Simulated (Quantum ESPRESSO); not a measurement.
# PdMg2Ru4Ta: one composition in several site orders

A calculation, not a measurement. The program is pw.x of Quantum ESPRESSO 7.5 (plane-wave density functional theory). The cell is made up: eight metal atoms on a hexagonal close-packed lattice, with elements, volume, strain and displacements drawn at random and not relaxed, so it may be unstable or far from any real phase. PseudoDojo standard norm-conserving files set the functional (PBE unless stated); there is no spin polarisation or spin-orbit coupling, the Fermi-Dirac width of 0.25 eV means electrons at about 2900 K, and the masses in the input are unused placeholders. Heavy elements are run without spin-orbit coupling, which real alloys of them have. A spin test at this wide smearing found no moment, but such smearing suppresses magnetism that the real alloy may have.

The runs put one composition on the sites in different orders. Cell, positions, cutoff, mesh and smearing stay as in the input of run 1; sites are counted in its order. Stress in the tables is positive in tension.

Input of run 1:

```
&control calculation='scf', pseudo_dir='./dojo.nc.sr.pbe.v0_5.standard.upf', outdir='./o', disk_io='medium', tprnfor=.true., tstress=.true. /
&system ibrav=0, nat=8, ntyp=4, nbnd=74, ecutwfc=84.00895049, nosym=.true., tot_charge=0,
 occupations='smearing', smearing='fd', degauss=0.0183746611
/
&electrons conv_thr=1.470e-08, electron_maxstep=70, mixing_beta=0.5 /
ATOMIC_SPECIES
Mg 1.0 Mg.upf
Pd 1.0 Pd.upf
Ru 1.0 Ru.upf
Ta 1.0 Ta.upf
CELL_PARAMETERS angstrom
-2.9137 0.0 0.0
0.0 5.0467 -4.6728
0.0 -5.0467 -4.6728
ATOMIC_POSITIONS angstrom
Pd 0.0419 0.0765 -0.0683
Mg -0.0034 1.5792 -2.1842
Ru -0.1413 -0.0376 -4.6213
Ru -0.0361 1.5711 -7.082
Ta -1.5616 -0.6495 -2.3992
Ru -1.4883 -2.6764 -4.7362
Mg -1.446 -0.9384 -7.0147
Ru -1.4579 2.4641 -4.5436
K_POINTS automatic
8 4 4 1 1 1
```

```
run  elements on sites 1 to 8  free energy less that of run 1 (eV)  -TS (eV)  pressure (GPa)  stress xx (GPa)  stress yy (GPa)  stress zz (GPa)  stress yz (GPa)  stress xz (GPa)  stress xy (GPa)  iterations
  1   Pd Mg Ru Ru Ta Ru Mg Ru                                0.000    -1.943          -12.83            10.36             9.85            18.28            -2.01             0.18             0.64          21
  2   Ru Ru Ru Mg Ta Ru Mg Pd                               -1.901    -1.650          -11.53             9.42             9.38            15.78             1.63            -0.04             0.02          22
  3   Ta Ru Pd Mg Mg Ru Ru Ru                               -1.111    -1.843          -11.09            10.60            13.58             9.10            -4.46             0.39             0.78          21
  4   Pd Ru Ta Ru Ru Ru Mg Mg                               -0.928    -1.816          -11.20            11.73            10.26            11.61            -2.86            -0.13             0.36          20
  5   Ru Ta Pd Ru Mg Ru Ru Mg                               -0.641    -1.878          -10.58             9.71             9.76            12.28             0.12            -0.09             0.16          22
  6   Ta Pd Ru Mg Ru Mg Ru Ru                                0.132    -2.040          -10.58            12.45             6.83            12.46             0.49             0.23             0.45          20
```

Forces Fx Fy Fz (eV/Å):

| site | run 1 | run 2 | run 3 | run 4 | run 5 | run 6 |
| --- | --- | --- | --- | --- | --- | --- |
| 1 | -0.40 -1.33 0.25 | -0.29 -0.50 -0.47 | -0.17 -1.27 1.51 | -0.31 -1.17 0.87 | -0.36 0.09 1.20 | -0.13 -4.74 -0.05 |
| 2 | -0.36 2.17 -0.98 | -0.12 0.11 -0.34 | -0.27 1.71 -0.69 | -0.29 0.18 -0.73 | -0.36 2.87 1.16 | -0.30 1.54 -1.38 |
| 3 | 0.31 0.23 0.54 | 0.29 -0.34 0.94 | 0.35 0.08 -0.63 | 0.43 -1.29 0.69 | 0.27 0.12 -0.39 | 0.19 0.84 -0.09 |
| 4 | 0.04 1.66 0.46 | 0.01 0.76 0.49 | 0.00 0.35 1.27 | 0.05 0.51 0.50 | 0.07 -0.83 -0.97 | 0.01 0.67 1.94 |
| 5 | 0.47 -4.15 -0.88 | 0.23 0.24 -0.05 | 0.38 -1.21 -1.18 | 0.34 -0.97 -0.84 | 0.37 -3.16 -0.18 | 0.26 -1.43 0.17 |
| 6 | 0.18 1.48 2.06 | 0.13 0.35 -0.08 | 0.05 0.32 -0.51 | 0.19 1.62 0.85 | 0.17 0.19 0.49 | 0.15 2.82 -0.21 |
| 7 | -0.12 0.92 0.04 | -0.13 -0.57 0.04 | -0.20 -0.86 -0.50 | -0.20 0.36 -0.40 | -0.11 0.49 0.09 | -0.07 0.11 -0.37 |
| 8 | -0.13 -0.99 -1.50 | -0.12 -0.05 -0.53 | -0.13 0.87 0.73 | -0.20 0.76 -0.95 | -0.06 0.23 -1.40 | -0.11 0.19 -0.01 |

The sites are displaced and not relaxed, so the energy differences mix bonding between neighbours with strain and are not ordering energies. A rerun of one cell of this series at a higher cutoff and on a denser mesh moved values by no more than 0.004 eV in energy, 0.03 GPa in stress and 0.011 eV/Å in force, and a second program with other atomic files agreed on that cell to 2 % rms in force and 0.5 GPa in pressure.